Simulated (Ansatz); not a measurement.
The cell below belongs to a search over invented structures; it isn't taken from experiment.

Input and command of a plane-wave DFT calculation in Ansatz:

```yaml
crystal:
  lattice:
    - [5.34997046, 0.0, 0.0]
    - [-2.67498523, 4.63321032, 0.0]
    - [0.0, 0.0, 8.71816025]
  atoms:
    - { symbol: K, position: [0.0, 0.0, 0.5] }
    - { symbol: Zn, position: [0.0, 0.0, 0.0] }
    - { symbol: I, position: [0.5, 0.0, 0.5] }
    - { symbol: I, position: [0.0, 0.5, 0.5] }
    - { symbol: I, position: [0.5, 0.5, 0.5] }
basis:
  ecutwfc: 420
kpoints:
  mp_grid: { grid: [3, 3, 2] }
hamiltonian:
  xc: pbe
scf:
  occupations: { method: gaussian, width: 0.15 }
  lower_state_search: "off"
output:
  forces: true
  stress: true
  eigenvalues: true
relax:
  adjacent_minimum: "off"
  f_tol: 0.08
  max_steps: 16
  cell: { stress_tol: 0.8 }
```

```bash
ansatz run input.yaml --threads 1 --pin off --max-ram 2560MiB --backend cpu --events-out ev --progress --plain --runs-dir out
```

Processor: Arm Neoverse V2, 1 thread, on a host shared with other jobs.

Task: How long does it run, and how much memory does it take?

Result: About 61 s, peak memory 0.53 GiB. It solves 44 bands at 6 k points (after reduction by symmetry) with about 6309 plane waves (on the last cell), in 88 SCF iterations over 13 ionic steps.
